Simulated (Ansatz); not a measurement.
Si2Ni (fluorite or antifluorite type, space group No. 225), DFT-PBE in the program Ansatz with PAW potentials, all energies at zero smearing, with the estimated change up to a 700 eV cutoff added, with one set of potentials and settings (totals compare only within such a set). Cell of 3 atoms (1 Ni, 2 Si): -7112.402 eV.

```
element                             reference phase  E (eV/atom)
-------  ------------------------------------------  -----------
Ni       Fm-3m, 1 atoms in the cell, spin-polarised   -5839.7239
Si                       Fd-3m, 2 atoms in the cell    -635.8096
```

Formation energy per atom, worked out: (-7112.402 − 1×(-5839.7239) − 2×(-635.8096))/3 = -0.353 eV/atom (-34 kJ per mol of atoms), at 0 K, without zero-point energy or fitted corrections.

The PBE relaxation kept the symmetry of its start. The workflow began spin-polarised and lost its moments. The references are the lowest solids computed at this level, not always the standard phases.

Potentials: the later of the program's two PAW sets.
